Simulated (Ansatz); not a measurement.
## Bi7Cl: computed properties

All numbers below come from DFT PBE, scalar-relativistic, plane waves, PAW (Ansatz).

Plane waves to 420 eV, a k mesh through Γ of 6×6×6 on the computed 8-atom cell and Gaussian smearing (0.10 eV); no spin polarisation.

The structure is relaxed at this level of theory with its symmetry kept, and needn't be the ground state of this composition.

Space group Pm-3m (No. 221), cubic, a = 6.502 Å. Around Bi on a site of symmetry 4/mmm lie 2 Cl at 3.25 Å and 4 Bi at 3.25 Å; Bi on a second site of symmetry 4/mmm has 6 Bi at 3.25 Å; Bi on a site of symmetry m-3m is surrounded by 6 Bi at 3.25 Å; Cl has 6 Bi at 3.25 Å.

```json
{
 "Volume per atom": "34.36 Å³",
 "Formation energy from the elements' standard states (uncorrected)": "+0.017 eV/atom",
 "Kohn–Sham band gap": "none (metal)",
 "Density of states at the Fermi level": "6.4 states/eV per cell",
 "Orbital (Löwdin) character within 0.5 eV of the Fermi level": "Bi 6p 90 %",
 "Bader charge by site (e)": "Bi (3 in the cell) 0.24, Bi (3 in the cell) -0.02, Bi (1 in the cell) -0.01, Cl (1 in the cell) -0.67"
}
```

Spin-orbit coupling is left out, which matters for the bands of heavy elements.

The cell was found from a structure generator's guess, not taken from experiment. Löwdin shares on free-atom orbitals overweight diffuse shells.
